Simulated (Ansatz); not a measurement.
YAu:
```
YAu
1.0
    3.58444     0.00000     0.00000
    0.00000     3.58444     0.00000
    0.00000     0.00000     3.58444
Au Y
1 1
Direct
  0.00000   0.00000   0.00000
  0.50000   0.50000   0.50000
```

Relaxed with r²SCAN.

Map the valence electron density (e/Å³), cut off at 3 on the plane through (0.000, 0.000, 0.000) spanned by u = [1, 0, 0] and v = [0, 1, 1] in lattice vectors, from plane-wave PAW r²SCAN (Ansatz code).

x is the fraction of u, y of v (the angle between them is 90°; rows are the nearest grid lines); atoms in the plane: Au at (0.00, 0.00), Y at (0.50, 0.50).
```
y \ x   0.000  0.111  0.167  0.278  0.389  0.444  0.556  0.611  0.722  0.833  0.889   1.00
------  -----  -----  -----  -----  -----  -----  -----  -----  -----  -----  -----  -----
1.00     3.00   3.00   3.00  0.809  0.225  0.163  0.163  0.225  0.809   3.00   3.00   3.00
0.920    3.00   3.00   3.00  0.598  0.203  0.152  0.152  0.203  0.598   3.00   3.00   3.00
0.840    2.23   1.31  0.786  0.310  0.158  0.130  0.130  0.158  0.310  0.786   1.31   2.23
0.760   0.372  0.313  0.267  0.186  0.156  0.155  0.155  0.156  0.186  0.267  0.313  0.372
0.680   0.151  0.147  0.150  0.235  0.559  0.738  0.738  0.559  0.235  0.150  0.147  0.151
0.600   0.091  0.102  0.147  0.698   2.37   3.00   3.00   2.37  0.698  0.147  0.102  0.091
0.520   0.073  0.096  0.185   1.29   3.00   3.00   3.00   3.00   1.29  0.185  0.096  0.073
0.480   0.073  0.096  0.185   1.29   3.00   3.00   3.00   3.00   1.29  0.185  0.096  0.073
0.400   0.091  0.102  0.147  0.698   2.37   3.00   3.00   2.37  0.698  0.147  0.102  0.091
0.320   0.151  0.147  0.150  0.235  0.559  0.738  0.738  0.559  0.235  0.150  0.147  0.151
0.240   0.372  0.313  0.267  0.186  0.156  0.155  0.155  0.156  0.186  0.267  0.313  0.372
0.160    2.23   1.31  0.786  0.310  0.158  0.130  0.130  0.158  0.310  0.786   1.31   2.23
0.0800   3.00   3.00   3.00  0.598  0.203  0.152  0.152  0.203  0.598   3.00   3.00   3.00
0.000    3.00   3.00   3.00  0.809  0.225  0.163  0.163  0.225  0.809   3.00   3.00   3.00
```

The density is the valence pseudo-density with augmentation charge, so density and ELF within about 1 Å of a nucleus are not all-electron values.

Space group Pm-3m (CsCl type). The workflow started from an entry of the Crystallography Open Database (COD). Its standing as an ambient phase is unchecked. The r²SCAN relaxation kept the symmetry of its start; whether a distortion lowers the energy is not shown. No spin polarisation was allowed. Scalar-relativistic: spin–orbit coupling is off unless named, which matters more the heavier the elements.

Potentials: the later of the program's two PAW sets.
